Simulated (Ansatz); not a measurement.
Input for Ansatz (plane-wave DFT, PAW):

```yaml
crystal:
  lattice:
    - [3.4886538937, 0.0, 0.0]
    - [-1.7443269468, 3.021262897, 0.0]
    - [0.0, 0.0, 5.531255703]
  atoms:
    - { symbol: Mn, position: [0.3333333333, 0.6666666667, 0.0006079918], spin: 4.32 }
    - { symbol: Mn, position: [0.6666666667, 0.3333333333, 0.5006079918], spin: 4.32 }
    - { symbol: O, position: [0.3333333333, 0.6666666667, 0.3858220082], spin: 0.25 }
    - { symbol: O, position: [0.6666666667, 0.3333333333, 0.8858220082], spin: 0.25 }
basis:
  ecutwfc: 420
kpoints:
  mp_grid: { grid: [12, 12, 8] }
hamiltonian:
  xc: pbesol
scf:
  occupations: { method: gaussian, width: 0.1 }
output:
  forces: true
  stress: true
  eigenvalues: true
  populations: true
magnetization:
  spin_polarized: true
relax:
  adjacent_minimum: "off"
  f_tol: 0.01
  max_steps: 30
  cell: { stress_tol: 0.1, fix: [volume] }
```

Run as
```bash
ansatz run input.yaml --threads 1 --pin off --max-ram 2560MiB --backend cpu --events-out ev --progress --plain --runs-dir out
```

Computed with DFT PBEsol, scalar-relativistic, plane waves, PAW in Ansatz.

Abridged output (final results; tables in files aren't shown):

```
SCF 4 converged in 4 iterations: F = -8858.355892 eV  dr2 = 3.35e-11
WARN: an SCF from ferrimagnetic starting moments (-4.47, 4.47, 0.25, 0.25 Bohr magnetons, atom by atom) was not made, by what the run has read of turns of its moments that order reads lower: the deck asks for what bars it, or types moments that do (magnetization.spin_polarized, in the input reference, names some of the keys), or the run goes by scf.lower_state_search: light, the default, which as a rule tries one only behind a close that has lost an order of both signs, or on which an open d or half-filled 4f shell of a PAW file has lost a moment that was set nearer to Hund's than to what is left; or, under a Hubbard U, one that names an f shell that the input leaves bare beside given moment ...
SCF converged after 4 iterations
Magnetization: 9.9984 μB (25.9992 up, 16.0008 down)
Absolute magnetization: 9.9984 μB (∫|ρ↑−ρ↓|, with the PAW one-centre terms)
Spin contamination: 0.0140 ħ² per cell (⟨S²⟩ above its minimum at these occupations)
Per-site moments (μB) at R_I (Å): [(4.02308509, 0.87115715), (4.02308509, 0.87115715), (0.19884532, 0.87115715), (0.19884532, 0.87115715)]
Free energy (F): -8858.355892 eV
Harris-Foulkes:  -8858.355892 eV  (|F-HF|=1.64e-11)
Internal energy: -8858.354377 eV  (E = F + TS)
E sigma→0 (E₀):  -8858.355135 eV
Entropy (-TS):   -0.001514 eV (-0.379 meV/atom)
Fermi energy:    9.028136 eV
--- Per-component energies (eV) ---
  E_band       = -665.986383
  E_kinetic    = 939.968169
  E_local      = -5411.900112  (includes V_loc(G=0)·N_el)
  E_nonlocal   = 606.338961
  E_hartree    = 2175.566931
  E_xc         = -362.418850
  E_vxc        = -465.161285  (∫ρ·V_xc dr)
  E_paw        = -2858.783691  (= ΣΔE_a)
  E_vpaw       = -686.370258  (= ΣTr[D̂ρ^β])
  E_aug_tail   = 0.004765  (compensation charges beyond the density's cutoff)
  E_ewald      = -3947.540426
  E_core_change = 0.409876  (= ΣΔE_core)
  E_smearing   = -0.001514  (= −TS)
--- Forces (eV/Å), atoms counted from 1 ---
  atom   1  Mn     0.00000000     0.00000000     0.00800619
  atom   2  Mn     0.00000000     0.00000000     0.00800619
  atom   3  O      0.00000000     0.00000000    -0.00800523
  atom   4  O      0.00000000     0.00000000    -0.00800523
--- Stress (GPa, compression-positive) ---
       -9.804615       0.000000       0.000000
        0.000000      -9.804615       0.000000
        0.000000       0.000000      -9.885732
  P = ⅓ Tr σ = -9.8317 GPa (-98.317 kbar)
--- Band table (eV; the first three rows and the last of 190) ---
  k-point 0 ↑: bands = ["-72.3259", "-72.3241", "-41.2253", "-41.2021", "-41.1972", "-41.1972", "-41.1933", "-41.1933", "-10.1190", "-9.6952", "2.6599", "3.3787", "3.3787", "3.5543", "3.5698", "3.5698", "6.1464", "6.1464", "6.5803", "6.5803", "6.7161", "7.5985", "8.3488", "8.3488", "8.7444", "9.0697", "9.0697", "12.4524", "14.2167", "19.8987", "19.8987"]
  k-point 1 ↑: bands = ["-72.3259", "-72.3242", "-41.2244", "-41.2030", "-41.1971", "-41.1971", "-41.1935", "-41.1935", "-10.1026", "-9.7110", "2.6549", "3.3823", "3.3823", "3.4691", "3.5584", "3.5584", "6.1686", "6.1686", "6.5721", "6.5721", "6.8061", "7.6891", "8.3724", "8.3724", "8.7897", "9.0408", "9.0408", "12.1532", "14.5229", "19.8865", "19.8865"]
  k-point 2 ↑: bands = ["-72.3257", "-72.3244", "-41.2219", "-41.2055", "-41.1967", "-41.1967", "-41.1939", "-41.1939", "-10.0561", "-9.7562", "2.6587", "3.2616", "3.3939", "3.3939", "3.5281", "3.5281", "6.2301", "6.2301", "6.5437", "6.5437", "7.0431", "7.8316", "8.4428", "8.4428", "8.9585", "8.9585", "8.9971", "11.5317", "15.1801", "19.1935", "19.8715"]
  k-point 94 ↓: bands = ["-67.5152", "-67.5152", "-36.4966", "-36.4966", "-36.4811", "-36.4811", "-36.4773", "-36.4773", "-9.2196", "-9.2196", "3.7838", "3.7838", "4.1317", "4.1317", "5.0723", "5.0723", "9.8692", "9.8692", "10.7417", "10.7417", "10.9893", "10.9893", "11.3127", "11.3127", "11.6255", "11.6255", "16.2557", "16.2557", "16.3451", "16.3451", "17.5411"]
--- Relaxed structure (3 steps of the walk, 3 accepted, 1 SCFs on fresh bases) ---
  F+E_penalty+E_count = -8858.35589175 eV   max|allowed force component| = 8.006e-3 eV/Å   (the final SCF, on the basis selected at the relaxed cell)
  cell:  # Å, volume = 58.3002 Å³
    - [3.48362606, 0.0, 0.0]
    - [-1.74181303, 3.01690866, 0.0]
    - [0.0, 0.0, 5.54723347]
  atoms:
    - { symbol: Mn, position: [0.33333333, 0.66666666, 0.00127261] }
    - { symbol: Mn, position: [0.66666666, 0.33333333, 0.50127261] }
    - { symbol: O, position: [0.33333333, 0.66666666, 0.38515738] }
    - { symbol: O, position: [0.66666666, 0.33333333, 0.88515738] }
--- Löwdin populations: 4 sites ---
  site symbol q [e]    m [muB]
     0     Mn     13.8001     4.6411
     1     Mn     13.8001     4.6411
     2      O      7.0454     0.2918
     3      O      7.0454     0.2918
  spilling = 0.007357 (of n_electrons = 42.000000)
```

The relaxation met its thresholds.

It took 3 min on 1 thread of Arm Neoverse V1 (shared host), peak memory 0.57 GiB.

The state reached may not be the lowest one. The program reads another magnetic order as possibly lower. Moments started parallel, and an antiferromagnetic order may lie lower.